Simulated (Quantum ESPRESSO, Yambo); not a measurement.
## G0W0 results for CaHI monolayer

```
CELL_PARAMETERS angstrom
      3.96252     0.00000     0.00000
      0.00000     3.96252     0.00000
      0.00000     0.00000    20.20000
ATOMIC_POSITIONS crystal
  H  0.00000 0.50000 0.00000
  H  0.50000 0.00000 0.00000
  Ca 0.00000 0.00000 0.05886
  Ca 0.50000 0.50000 0.94114
  I  0.50000 0.50000 0.13604
  I  0.00000 0.00000 0.86396
```

The layer was cut from Materials Project entry mp-24204 and relaxed with PBEsol in a cell 20.2 Å high, with the Coulomb interaction truncated along z.

Starting point: norm-conserving PBEsol (Quantum ESPRESSO, 72 Ry, with spin-orbit coupling). G0W0 in Yambo: 4×4×1 Γ-centred k mesh, 244 bands and a 5 Ry block in the screening, 244 bands in G with the Bruneval-Gonze terminator, plasmon pole fitted at 27.2 eV, slab-truncated Coulomb interaction, stochastic integration of W near q = 0.

The PBEsol gap along the band path is 3.58 eV and the PBEsol gap between the mesh's edge points ((0, 0.25) → Γ) is 3.58 eV. The G0W0 gap between the same points comes out as 6.30 eV and the PBEsol smallest direct gap on the mesh (at Γ) is 3.60 eV. The G0W0 direct gap at that point is 6.31 eV. The smallest G0W0 gap among all computed states (the edges move to other k points) is 6.00 eV.

```csv
k point,band,E PBEsol (eV),E QP (eV),shift (eV),Z
Γ,VB−2,-0.05,-1.13,-1.08,0.81
Γ,VB−1,-0.02,-1.11,-1.09,0.81
Γ,VB,-0.02,-1.11,-1.09,0.81
Γ,CB,3.58,5.20,1.62,0.82
Γ,CB+1,3.58,5.20,1.62,0.82
"(0, 0.25)",VB,0.00,-1.10,-1.10,0.81
"(0, 0.25)",CB,3.96,5.64,1.68,0.81
X,VB,-0.08,-1.12,-1.04,0.81
X,CB,4.12,5.80,1.68,0.81
M,VB,-1.13,-2.27,-1.14,0.81
M,CB,3.70,4.90,1.20,0.82
```

Energies count from the PBEsol valence-band maximum.

Nearest settings tried, and what they do to the gap: 98 bands in G: -30 meV; 3 Ry block (185 vectors against 415): -123 meV. Not varied: bands in W, mesh, cell height. So the settings aren't converged at that level.

This is a model layer cut from the bulk structure; whether it is stable on its own was not checked.
